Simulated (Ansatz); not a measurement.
Starting cell, Ti (hcp, Mg type):

```
CELL_PARAMETERS angstrom
      5.87770     0.00000     0.00000
     -1.46943     2.54512     0.00000
      2.93885     0.00000     4.64996
ATOMIC_POSITIONS crystal
  Ti 0.79167 0.66667 0.75000
  Ti 0.29167 0.66667 0.75000
  Ti 0.20833 0.33333 0.25000
  Ti 0.70833 0.33333 0.25000
```

A phonon eigenvector at L = (0.5, 0.0, 0.5) is frozen into this cell: atom i moves by Q times the vector below, so Q is the largest atomic displacement, in Å. The cell is held. It is one choice among 2 degenerate patterns. (q is in reciprocal vectors of the primitive cell; the cell shown is doubled to hold the pattern.)

| atom | x | y | z |
|---|---|---|---|
| Ti1 | -0.835 | -0.482 | 0.000 |
| Ti2 | 0.835 | 0.482 | 0.000 |
| Ti3 | 0.000 | 0.000 | -1.000 |
| Ti4 | 0.000 | 0.000 | 1.000 |

These are PBE (plane waves to 420 eV, PAW, scalar-relativistic; Ansatz, an electronic-structure program) values and carry that method's errors. k mesh 18×18×18 (Γ-centred), Fermi-Dirac smearing 0.05 eV. Energies are smeared free energies. With partly filled bands, energies and forces of such displacements shift with the k mesh and the smearing. The PAW data are Ansatz's earlier set. Ti is run without spin polarisation. Ti was relaxed with its symmetry unable to fall. ΔE is measured from the undisplaced structure. The last digit holds for this mesh only.

```tsv
Q (Å)	ΔE (meV/cell)
-0.1000	238.4
-0.0833	167.7
-0.0667	withheld
-0.0500	61.4
-0.0333	27.4
-0.0167	6.9
0.0000	0.0
0.0167	6.9
0.0333	27.4
0.0500	61.4
0.0667	withheld
0.0833	167.7
0.1000	238.4
```

Fit an even polynomial form (powers 2, 4) to the given rows and predict ΔE at Q = -0.0667.

Least squares on the 11 given rows: ΔE = (24850)·Q² + (-100700)·Q⁴, in meV/cell with Q in Å; root-mean-square residual 0.07 meV/cell. At -0.0667 the fit gives 108.6 meV/cell; the calculation gives 108.4 meV/cell, so the interpolation is off by 0.2 (+0.2 %). The quadratic term alone would give 110.6 meV/cell.

(A displaced cell: forces are minus the slopes of the energy, force constants its curvatures, and phonons follow from these.)
